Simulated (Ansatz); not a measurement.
## Relaxing barium (diamond)

Computed with DFT, LDA (PW92), plane waves (420 eV) with PAW, scalar-relativistic (Ansatz). (PAW data from PBE, frozen cores regenerated.)

k-point mesh 6×6×6, Fermi-Dirac smearing 0.1 eV, no spin polarisation. Cell and atoms relax.

Starting structure:

```xyz
2
Lattice="0.0000 4.3860 4.3860 4.3860 0.0000 4.3860 4.3860 4.3860 0.0000" Properties=species:S:1:pos:R:3 pbc="T T T"
Ba    1.0965    1.0965    1.0965
Ba    7.6755    7.6755    7.6755
```

What cell does the relaxation end in?

Fd-3m with a = 7.286 Å; 48.35 Å³ per atom against 84.37 at the start (-42.7 %).

How much energy does the relaxation gain?

274.4 meV per atom.
